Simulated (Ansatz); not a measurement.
A relaxed cell of Y2Si2F is given with its symmetry left out. The cell was found from a structure generator's guess, not taken from experiment.

The calculation used DFT PBE, scalar-relativistic, plane waves, PAW (Ansatz 0.2.0). Cutoff 420 eV, Γ-centred mesh, Gaussian smearing, no spin polarisation.

```xyz
5
Lattice="5.2224 0.0000 0.0000 -2.6112 4.5227 0.0000 0.0000 0.0000 6.1870" Properties=species:S:1:pos:R:3 pbc="T T T"
Y     0.0000    3.0151    0.0000
Y     2.6112    1.5076    0.0000
Si    0.0000    0.0000    1.9142
Si    0.0000    0.0000    4.2728
F     0.0000    0.0000    0.0000
```

Energies over the elements count from the elements' standard structures at the same level (F₂ as a molecule), with no fitted energy shifts.

Task: Find its symmetry and describe it.

Result: P6/mmm (No. 191). Conventional cell: a = 5.222 Å, c = 6.187 Å. Y is surrounded by 3 F at 3.02 Å, 3 Y at 3.02 Å and 6 Si at 3.57 Å; around Si lie 1 F at 1.91 Å, 1 Si at 2.36 Å and 6 Y at 3.57 Å; around F lie 2 Si at 1.91 Å and 6 Y at 3.02 Å.

Task: How far does it lie from the elements in energy?

Result: +0.49 eV/atom. The separate elements lie lower, so it is unstable against them.

Task: Is it a metal?

Result: Yes, bands cross the Fermi level on the 12×12×6 mesh.

The last run used a 12×12×6 mesh (in the run's order of axes) for its 5-atom cell and Gaussian smearing of 0.10 eV. A structure relaxed within its symmetry needn't be a true minimum. Another cell of Y2Si2F relaxed alike, in P6/mmm, lies 1.84 eV/atom lower, so this cell isn't the stable form at this level.
